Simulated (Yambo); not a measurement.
Excitons in K₂NaScF₆

```
CELL_PARAMETERS angstrom
      0.00000     4.30485     4.30485
      4.30485     0.00000     4.30485
      4.30485     4.30485     0.00000
ATOMIC_POSITIONS crystal
  F  0.23583 0.23583 0.76417
  F  0.76417 0.76417 0.23583
  F  0.76417 0.23583 0.23583
  F  0.23583 0.76417 0.76417
  F  0.23583 0.76417 0.23583
  F  0.76417 0.23583 0.76417
  Na 0.50000 0.50000 0.50000
  K  0.25000 0.25000 0.25000
  K  0.75000 0.75000 0.75000
  Sc 0.00000 0.00000 0.00000
```

The geometry is that of Materials Project entry mp-6058, symmetrised and not relaxed again.

BSE in Yambo on LDA (Quantum ESPRESSO, PseudoDojo norm-conserving, 88 Ry, without SOC) bands: 4×4×4 mesh, 18 valence and 12 conduction bands, static screening with 98 bands and a 3 Ry block, scissor 4.04 eV, Tamm-Dancoff; field along x.

| state | energy (eV) | states within 2 meV | relative strength | class | main transitions |
|---|---|---|---|---|---|
| 1 | 7.56 | 1 | < 0.01 | dark | several band pairs |
| 2 | 7.66 | 3 | < 0.01 | dark | several band pairs |
| 3 | 7.69 | 3 | < 0.01 | dark | several band pairs |
| 4 | 7.76 | 3 | < 0.01 | dark | several band pairs |
| 5 | 7.90 | 1 | < 0.01 | dark | several band pairs |
| 6 | 7.92 | 2 | < 0.01 | dark | several band pairs |
| 7 | 7.95 | 5 | 1.00 | strong | several band pairs |
| 8 | 8.04 | 2 | < 0.01 | dark | several band pairs |

These are vertical excitations (zero momentum). The direct quasiparticle gap on this mesh is 10.45 eV; counted from there, state 1 is bound by 2.89 eV. Convergence with the mesh was not shown.

Spin singlets only. Strengths are relative to the strongest of the lowest states of this run; strong means a line over 3 % of the spectrum's maximum, dark under 0.03 %. Absolute energies carry the error of the G0W0 scissor, whose convergence isn't established.
